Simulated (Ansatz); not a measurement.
Tetragonal deformation path in Sn

These are results of Ansatz 0.2.0, DFT PBE, scalar-relativistic, plane waves, PAW, not measurements. Settings: plane waves to 420 eV, k-mesh 18×18×18 (Γ-centred), Gaussian smearing 0.15 eV. No spin polarisation. Energies are free energies at this smearing, counted from the undisturbed cell; pressure is positive in compression.

Zero of the scan (as given, not relaxed at this level; it stands at 1.4 GPa):

```yaml
crystal:
  lattice:
    - [-2.94014, 2.94014, 1.59930]
    - [2.94014, -2.94014, 1.59930]
    - [2.94014, 2.94014, -1.59930]
  atoms:
    - { symbol: Sn, position: [0.75000, 0.25000, 0.50000] }
    - { symbol: Sn, position: [0.00000, 0.00000, 0.00000] }
```

At fixed volume and fractional coordinates, lengths along (0.000, 0.000, 1.000) are scaled against those across it; ρ is that ratio over its starting value. The cell is metallic on the mesh throughout.

```csv
ρ,ΔE (meV/atom),pressure (GPa)
0.800,244.4,6.1
0.850,116.6,3.6
0.920,23.0,1.8
0.960,5.0,1.5
1.000,0.0,1.4
1.050,9.1,1.6
1.100,30.8,2.1
1.200,94.6,3.8
1.300,169.9,5.7
```